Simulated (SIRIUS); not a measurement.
Consider a self-consistent single point of Sb (Pm-3m, 1 atom in the cell; from Materials Project mp-133, changed as shown).

```
Sb
1.0
    3.02167     0.00000     0.00000
    0.00000     3.02167     0.00000
    0.00000     0.00000     3.02167
Sb
1
Direct
  0.00000   0.00000   0.00000
```

Level of theory: LDA (PW92), GBRV LDA ultrasoft pseudopotentials (plane waves; SIRIUS).

SIRIUS settings:

parameters.ngridk: 12 12 12
parameters.xc_functionals: [XC_LDA_X, XC_LDA_C_PW]
parameters.gk_cutoff: 6.325 1/bohr
parameters.pw_cutoff: 14.143 1/bohr
parameters.smearing: fermi_dirac
parameters.smearing_width: 0.00367493 Ha
potentials: GBRV LDA ultrasoft pseudopotentials
parameters.electronic_structure_method: pseudopotential
parameters.num_bands: 12
parameters.num_mag_dims: 0
parameters.num_dft_iter: 100
parameters.energy_tol: 1e-07 Ha
parameters.density_tol: 1e-06
mixer.type: anderson
mixer.beta: 0.3
mixer.use_hartree: false

Results:

* **Number of valence electrons**: 15
* **Number of bands**: 12
* **Number of k-points after the program's reduction**: 84
* **Number of plane waves (most at a k-point)**: 840
* **Number of SCF iterations**: 16
* **FFT grid**: 30 × 30 × 30
* **Free energy E − TS**: -2511.3326 eV
* **Fermi level (on the code's own zero)**: 11.13 eV
* **Pressure**: 1.45 GPa

Stress (GPa, positive for compression):
```
1.45  0.00  0.00
0.00  1.45  0.00
0.00  0.00  1.45
```

For comparison: a first run was changed to give this one (lattice scaled by 0.98), and from it to this one the free energy drops by 5.3 meV/atom and the pressure goes from -2.26 to 1.45 GPa.

The structure comes from a collection of computed structures, made at another level of theory; the collection holds predicted forms beside known ones.
